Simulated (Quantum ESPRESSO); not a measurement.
Simulation results for MgAlInGaP$_{3}$S (made-up cell)

Computed with Quantum ESPRESSO 7.5. Calculation on a made-up crystal cell, not a measurement: periodic Kohn-Sham density functional theory in plane waves with PseudoDojo standard norm-conserving scalar-relativistic pseudopotentials, each functional with its own files (v0.5 for PBE, v0.4.1 for LDA and PBEsol), no spin polarisation, no spin-orbit coupling, atoms not relaxed, stress positive in tension, energies less a fixed whole-eV offset for each atom's element; levels are Kohn-Sham levels at fractions of this cell's reciprocal vectors, counted from the reference band (half the neutral cell's valence electrons, rounded up) at Gamma; error bars cover cutoff and k-mesh only, not smearing or the files; added strain carries the atoms with the cell, and shear is the tensor component; each bar is the largest change over components, and at least 0.002 eV, 0.002 eV per angstrom or 0.02 GPa; energies are for the whole cell, and the offsets were chosen from early runs and are not element reference energies.

Common to all runs: lattice type zincblende/diamond; functional pbe; cutoff 1143 eV; fermi dirac smearing 0.025 eV; scf tolerance 1e-07 eV; electrons removed 0; k mesh 4 x 4 x 4, shifted by half a step.

```yaml
- entry: 1
  formula: MgAlInGaP3S
  kind: "made-up cell"
  structure:
    cell_angstrom:
      - [5.7122, 0.0527, -0.0218]
      - [0.0527, 5.8212, -0.0175]
      - [-0.0218, -0.0175, 5.7808]
    atoms_fractional:
      - [Mg, 0.00698, 0.01116, -0.0154]
      - [Al, -0.00536, 0.49356, 0.4991]
      - [In, 0.49127, 0.0032, 0.51029]
      - [Ga, 0.51075, 0.48932, -0.00889]
      - [P, 0.25909, 0.24849, 0.25104]
      - [P, 0.25001, 0.76084, 0.71182]
      - [P, 0.74258, 0.24204, 0.77561]
      - [S, 0.73974, 0.7281, 0.25166]
  given:
    atom_site: [1, 2, 3, 4, 5, 6, 7, 8]
    "atom_energy_offset [eV]": [-1617, -64, -1808, -2080, -189, -189, -189, -302]
  results:
    "free_energy_less_offsets [eV]": 1.514
    "smearing_term_minus_ts [eV]": 0.0
    scf_iterations: 10
    "pressure [GPa]": -0.5639
    "stress_xx [GPa]": -0.08479
    "stress_yy [GPa]": 0.7321
    "stress_zz [GPa]": 1.044
    "stress_yz [GPa]": 0.1647
    "stress_xz [GPa]": -0.5888
    "stress_xy [GPa]": 0.7254
    force_site: [1, 2, 3, 4, 5, 6, 7, 8]
    "force_x [eV/angstrom]": [0.728, 0.3772, 1.096, -1.441, -0.7585, -1.46, 0.5917, 0.8672]
    "force_y [eV/angstrom]": [-0.9435, -0.3231, 0.9611, 0.2831, 1.406, -2.515, 1.375, -0.2435]
    "force_z [eV/angstrom]": [0.8167, 0.134, -0.6742, 0.1182, -0.7302, 2.025, -1.448, -0.2414]
    "error_bar_energy [eV]": 0.00473
    "error_bar_stress [GPa]": 0.02
    "error_bar_force [eV/angstrom]": 0.002715
    error_bars_from: "tighter rerun of a related cell"
- entry: 2
  formula: MgAlInGaP3S
  kind: "made-up cell"
  structure:
    cell_angstrom:
      - [5.7122, 0.0527, -0.0218]
      - [0.0527, 5.8212, -0.0175]
      - [-0.0218, -0.0175, 5.7808]
    atoms_fractional:
      - [Mg, 0.00698, 0.01116, -0.0154]
      - [Al, -0.00536, 0.49356, 0.4991]
      - [In, 0.49127, 0.0032, 0.51029]
      - [Ga, 0.51075, 0.48932, -0.00889]
      - [P, 0.25909, 0.24849, 0.25104]
      - [P, 0.25001, 0.76084, 0.71182]
      - [P, 0.74258, 0.24204, 0.77561]
      - [S, 0.73975, 0.72811, 0.25624]
  given:
    atom_site: [1, 2, 3, 4, 5, 6, 7, 8]
    "atom_energy_offset [eV]": [-1617, -64, -1808, -2080, -189, -189, -189, -302]
  results:
    "free_energy_less_offsets [eV]": 1.523
    "smearing_term_minus_ts [eV]": 0.0
    scf_iterations: 10
    "pressure [GPa]": -0.5195
    "stress_xx [GPa]": -0.1433
    "stress_yy [GPa]": 0.7073
    "stress_zz [GPa]": 0.9946
    "stress_yz [GPa]": 0.1825
    "stress_xz [GPa]": -0.5601
    "stress_xy [GPa]": 0.787
    force_site: [1, 2, 3, 4, 5, 6, 7, 8]
    "force_x [eV/angstrom]": [0.7256, 0.394, 1.071, -1.426, -0.7584, -1.465, 0.596, 0.8635]
    "force_y [eV/angstrom]": [-0.9464, -0.3372, 0.9934, 0.3024, 1.406, -2.515, 1.375, -0.2786]
    "force_z [eV/angstrom]": [0.8254, 0.1731, -0.6381, 0.1429, -0.732, 2.051, -1.425, -0.3967]
    "error_bar_energy [eV]": 0.00473
    "error_bar_stress [GPa]": 0.02
    "error_bar_force [eV/angstrom]": 0.002715
    error_bars_from: "tighter rerun of a related cell"
- entry: 3
  formula: MgAlInGaP3S
  kind: "made-up cell"
  structure:
    cell_angstrom:
      - [5.7122, 0.0527, -0.0218]
      - [0.0527, 5.8212, -0.0175]
      - [-0.0218, -0.0175, 5.7808]
    atoms_fractional:
      - [Mg, 0.00698, 0.01116, -0.0154]
      - [Al, -0.00536, 0.49356, 0.4991]
      - [In, 0.49127, 0.0032, 0.51029]
      - [Ga, 0.51075, 0.48932, -0.00889]
      - [P, 0.25909, 0.24849, 0.25104]
      - [P, 0.25001, 0.76084, 0.71182]
      - [P, 0.74258, 0.24204, 0.77561]
      - [S, 0.73976, 0.72812, 0.25762]
  given:
    atom_site: [1, 2, 3, 4, 5, 6, 7, 8]
    "atom_energy_offset [eV]": [-1617, -64, -1808, -2080, -189, -189, -189, -302]
  results:
    "stress_yz [GPa]": null
```

**Q.** Give the missing stress yz for MgAlInGaP$_{3}$S (made-up cell) (entry 3).
**A.** 0.1875 GPa

**Q.** Give the table of forces values for MgAlInGaP$_{3}$S (made-up cell) (entry 3).
**A.** 
Forces:
| site | x (eV/Å) | y (eV/Å) | z (eV/Å) |
| --- | --- | --- | --- |
| 1 | 0.725 | -0.9471 | 0.8278 |
| 2 | 0.3995 | -0.3419 | 0.1854 |
| 3 | 1.063 | 1.004 | -0.6267 |
| 4 | -1.423 | 0.3077 | 0.1498 |
| 5 | -0.7583 | 1.406 | -0.7326 |
| 6 | -1.466 | -2.515 | 2.058 |
| 7 | 0.5972 | 1.375 | -1.418 |
| 8 | 0.8626 | -0.2889 | -0.4437 |

Further results for MgAlInGaP$_{3}$S (made-up cell) (entry 3):

- free energy less offsets: 1.526 eV
- smearing term minus ts: 0 eV
- scf iterations: 10
- pressure: -0.5044 GPa
- stress xx: -0.163 GPa
- stress yy: 0.6976 GPa
- stress zz: 0.9786 GPa
- stress xz: -0.552 GPa
- stress xy: 0.8061 GPa
- error bar energy: 0.00473 eV
- error bar stress: 0.02 GPa
- error bar force: 0.002715 eV/Å
- error bars from: tighter rerun of a related cell
